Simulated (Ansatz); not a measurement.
Ag (dhcp (α-La type), P6_3/mmc) at seven volumes, r²SCAN+D4 (plane waves, PAW; program Ansatz), shape and atoms relaxed at each. One row is withheld.

| V (Å³/atom) | P (GPa) |
|---|---|
| 15.522 | 13.37 |
| 16.034 | ? |
| 16.546 | 3.60 |
| 17.057 | 0.00 |
| 17.569 | -2.95 |
| 18.081 | -5.36 |
| 18.592 | -7.33 |

Problem. Fit the shown pressures and predict the withheld one.

Solution. P = (3/2)B₀(x^(7/2) − x^(5/2))[1 + (3/4)(B′ − 4)(x − 1)] with x = (V₀/V)^(2/3). Least squares on the six rows gives V₀ = 17.057 Å³/atom, B₀ = 109 GPa, B′ = 5.66. At V = 16.034, x = 1.0421 and P = 8.03 GPa. The run itself gave 7.99 GPa.

The first step of the workflow began from a Materials Project structure, measured or hypothetical; the Crystallography Open Database files this formula in space group No. 194, but the cells were not matched. It is not the phase usual at ambient conditions (space group No. 225). The cell was relaxed with r²SCAN+D4 under the symmetry of its start; whether a distortion lowers the energy is not shown. No spin polarisation was allowed. The pairwise dispersion correction was not fitted to metals.

Potentials: the later of the program's two PAW sets.
